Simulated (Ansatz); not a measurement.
**YAu: computed property card**

YAu:
```cif
data_Au4Y4
_chemical_formula_sum 'Y4 Au4'
_space_group_name_H-M_alt 'Cmcm'
_space_group_IT_number 63
_space_group_name_Hall '-C 2c 2'
_cell_length_a 3.73915
_cell_length_b 10.97814
_cell_length_c 4.63431
_cell_angle_alpha 90.000
_cell_angle_beta 90.000
_cell_angle_gamma 90.000
loop_
_atom_site_label
_atom_site_type_symbol
_atom_site_symmetry_multiplicity
_atom_site_Wyckoff_symbol
_atom_site_fract_x
_atom_site_fract_y
_atom_site_fract_z
_atom_site_occupancy
Y1 Y 4 c 0.00000 0.13838 0.75000 1
Au1 Au 4 c 0.00000 0.58755 0.25000 1
```
(The calculation used a cell of 4 atoms; values per cell refer to that cell.)

Space group Cmcm (No. 63); conventional cell a = 3.739 Å, b = 10.978 Å, c = 4.634 Å, α = 90.00°, β = 90.00°, γ = 90.00°.

Method: plane-wave PAW r²SCAN (Ansatz code). Structure relaxed to zero pressure with the same functional. Other levels are named where they apply.

### Cell and energy

```
Property                                                       Value
-----------------------------------------------------  -------------
Volume per atom                                             23.78 Å³
Density                                                   9.98 g/cm³
Formation energy from the elements (no fitted shifts)  -0.98 eV/atom
```

### Electronic structure

```
Property                                                                     Value
------------------------------------  --------------------------------------------
Electronic character                                             metallic (no gap)
Density of states at the Fermi level  0.70 states/eV per atom (mean over ±0.08 eV)
```

The workflow started from a Materials Project entry (that database holds measured and hypothetical structures alike); the Crystallography Open Database copy checked does not list it. COD files the formula under space group No. 221, so this cell is another polymorph or a model. Its standing as an ambient phase is unchecked. The cell was relaxed with r²SCAN under the symmetry of its start; whether a distortion lowers the energy is not shown. No spin polarisation was allowed. Axis ratios of metals converge slowly with the k-mesh, so a and c are less sure than the volume. The references are the lowest solids computed at this level, not always the standard phases. Scalar-relativistic: spin–orbit coupling is off unless named, which matters more the heavier the elements.

Potentials: the later of the program's two PAW sets.
